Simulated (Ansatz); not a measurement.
SiO$_{2}$ in space group P3_221 (No. 154; Si on 3a, O on 6c), DFT-PBEsol in the program Ansatz with PAW potentials. The conduction-band minimum lies at Γ, with 1 equivalent valley. Second derivatives d²E/dk² of the lowest band at one valley (eV·Å²), along Cartesian directions:

| direction | d²E/dk² |
|---|---|
| [100] | 15.22 |
| [010] | 15.22 |
| [001] | 15.63 |
| [110] | 15.22 |
| [101] | 15.43 |
| [011] | 15.43 |

Problem. Find the principal effective masses, the density-of-states mass and the conductivity mass.

Solution. Off-diagonal terms follow from H_xy = H[110] − (H_xx + H_yy)/2, and m*/mₑ = 7.620 eV·Å² over each eigenvalue: 0.49, 0.50, 0.50. One valley's DOS mass (m₁m₂m₃)^(1/3) = 0.50, conductivity mass 3/(Σ 1/mᵢ) = 0.50 mₑ.

Problem. What effective density of states Nc follows at 300 K for parabolic valleys?

Solution. Nc = 2.509e19 × 1 × (0.50)^(3/2) ≈ 8.9e18 cm⁻³.

The cell was relaxed with PBEsol under the symmetry of its start.

Potentials: the earlier of the program's two PAW sets. The files were generated under PBE; for other functionals the program regenerates the frozen cores, and for LDA and PBEsol the local potential too.

Edges and masses are those of Kohn–Sham bands, whose gap is no quasiparticle gap.
